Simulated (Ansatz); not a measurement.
**Structures of Hf2B: which is lowest?**

Plane-wave DFT in Ansatz with scalar-relativistic PAW potentials, cutoff 420 eV, Γ-centred meshes chosen by cell and gap, Gaussian smearing with energies taken to zero width. Every cell was relaxed (cell and atoms) in a run of its own, within the symmetry of its start. Functional: PBE.

Relaxed structures (starts from databases or built by putting these elements on another compound's sites):
A. I4/mmm, 3 atoms in the computed cell, a = 2.920 Å, c = 11.529 Å; sites (symmetry × multiplicity) Hf 4mm × 4, B 4/mmm × 2; start: built
B. Fm-3m, 3 atoms in the computed cell, a = 5.865 Å; sites (symmetry × multiplicity) Hf -43m × 8, B m-3m × 4; start: built

Rank them by energy. Could pressure change the order?

| structure | group | E − E(lowest) (meV/atom) | V (Å³/atom) | gap on mesh (eV) |
| --- | --- | --- | --- | --- |
| B | Fm-3m | 0.0 | 16.81 | 0.00 |
| A | I4/mmm | 171 | 16.39 | 0.00 |

B is lowest, 171 meV/atom under A. The two lowest differ in volume by under 3 %, too little for a first-order estimate of what pressure does to that pair (other pairs aren't weighed here); with rigid cells even 3 % in favour of the higher one would need about 54 GPa. Other structures may lie lower than all of these, and vibrations aren't counted.

Spin-orbit coupling is left out, which matters for the bands of heavy elements.